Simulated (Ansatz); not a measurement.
Question: Each is relaxed and computed with r²SCAN in the plane-wave PAW code Ansatz. Which alone has a direct gap?
A. MgO, wurtzite
B. Li2MgNb4O12, P1 (Pearson symbol aP19)
C. Li4MgNb6O18, P3 (Pearson symbol hP29)
D. Mg2ZnO3, P-3m1 (Mg on 2d, Zn on 1a, O on 2d, O on 1b)

Answer: A, MgO, wurtzite. MgO: gap 4.22 eV (direct); Li2MgNb4O12: gap 3.86 eV (indirect); Li4MgNb6O18: gap 3.72 eV (indirect); Mg2ZnO3: gap 3.90 eV (indirect). Typed or built starts, not in the databases checked: Li2MgNb4O12, P1 (Pearson symbol aP19); Li4MgNb6O18, P3 (Pearson symbol hP29). Not the usual ambient phase: MgO, wurtzite. Standing as an ambient phase not checked: Mg2ZnO3, P-3m1 (Mg on 2d, Zn on 1a, O on 2d, O on 1b). Perhaps ordered models of mixed-site phases: Mg2ZnO3, P-3m1 (Mg on 2d, Zn on 1a, O on 2d, O on 1b). All cells were relaxed under the symmetry of their starts (and spin orders); stability against distortions was not tested throughout. Rows with no word on spin ran without spin polarisation. Scalar-relativistic: spin–orbit coupling is off unless named, which matters more the heavier the elements.

Potentials: the later of the program's two PAW sets.
